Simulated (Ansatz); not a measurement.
La3AlN:
```
La3AlN
1.0
    5.09789     0.00000     0.00000
    0.00000     5.09789     0.00000
    0.00000     0.00000     5.09789
La Al N
3 1 1
Cartesian
  2.54894   2.54894   0.00000
  0.00000   2.54894   2.54894
  2.54894   0.00000   2.54894
  0.00000   0.00000   0.00000
  2.54894   2.54894   2.54894
```

This is the r²SCAN-relaxed structure.

### Question
All from r²SCAN (plane waves, PAW; program Ansatz), unless another level is named. Estimate the electronic character.

### Answer
metallic (no gap).

### Question
Give the density of states at the Fermi level.

### Answer
0.45 states/eV per atom (mean over ±0.08 eV).

### Question
Predict the formation energy from the elements (no fitted shifts).

### Answer
-0.88 eV/atom.

Space group Pm-3m (anti-perovskite). The first step of the workflow began from a Materials Project structure, measured or hypothetical; the Crystallography Open Database copy checked does not list it. Whether it is the stable phase at ambient conditions was not checked. Symmetry was held in the r²SCAN relaxation; whether a distortion lowers the energy is not shown. With an odd number of electrons in the cell and no spin polarisation, the count alone makes it a metal. The references are the lowest solids computed at this level, not always the standard phases (solids in place of the gases). Scalar-relativistic: spin–orbit coupling is off unless named, which matters more the heavier the elements.

Potentials: the earlier of the program's two PAW sets.
